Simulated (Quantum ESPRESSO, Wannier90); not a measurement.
**Tight-binding from DFT: Ag (fcc (Cu type))**

```xyz
1
Lattice="0.0000 2.0522 2.0522 2.0522 0.0000 2.0522 2.0522 2.0522 0.0000" Properties=species:S:1:pos:R:3 pbc="T T T"
Ag     0.0000     0.0000     0.0000
```

Structure: Materials Project mp-124, symmetrised, not relaxed again. This is the element's usual structure. Computed values, not measurements, from PBEsol: Quantum ESPRESSO (norm-conserving PseudoDojo potentials, cutoff 66 Ry, spinors with spin-orbit coupling) on a Γ-centred 10×10×10 mesh, then Wannier90. Density: 18×18×18 mesh, cold smearing 0.01 Ry.

A tight-binding model is made by disentanglement and projection with no localisation steps (num_iter = 0), so the 18 orbitals stay atom-like: hydrogen-like Ag: s;p;d, axes along x, y, z; frozen window up to 3.00 eV relative to the Fermi level. It follows pw.x to 2.3 meV rms for states up to 1.0 eV relative to the Fermi level. Matrix elements depend on this choice of orbitals and windows.

Problem. What are the on-site energies relative to the Fermi level, and how fast do the hoppings decay?

Solution. 
```tsv
atom	orbitals	energy (eV)
Ag1	s↑ s↓	4.54
Ag1	pz↑ pz↓ px↑ px↓ py↑ py↓	11.41
Ag1	dz2↑ dz2↓ dx2-y2↑ dx2-y2↓	-4.15
Ag1	dxz↑ dxz↓ dyz↑ dyz↓ dxy↑ dxy↓	-4.20
```

```json
[
 {"distance of the centres (Å)": "2–3", "largest modulus (eV)": "1.8"},
 {"distance of the centres (Å)": "4–5", "largest modulus (eV)": "0.30"},
 {"distance of the centres (Å)": "5–6", "largest modulus (eV)": "0.11"},
 {"distance of the centres (Å)": "6–7", "largest modulus (eV)": "0.048"},
 {"distance of the centres (Å)": "7–8", "largest modulus (eV)": "0.034"},
 {"distance of the centres (Å)": "8–9", "largest modulus (eV)": "0.043"},
 {"distance of the centres (Å)": "9–10", "largest modulus (eV)": "0.0060"},
 {"distance of the centres (Å)": "10–11", "largest modulus (eV)": "0.0043"}
]
```

Effective spin-orbit constants λ of λ L·S, from the same-site elements px↑–py↑ (λ/2) and dx2-y2↑–dxy↑ (λ), where they are among the larger elements: Ag1 d 0.23 eV, Ag1 p 0.38 eV.
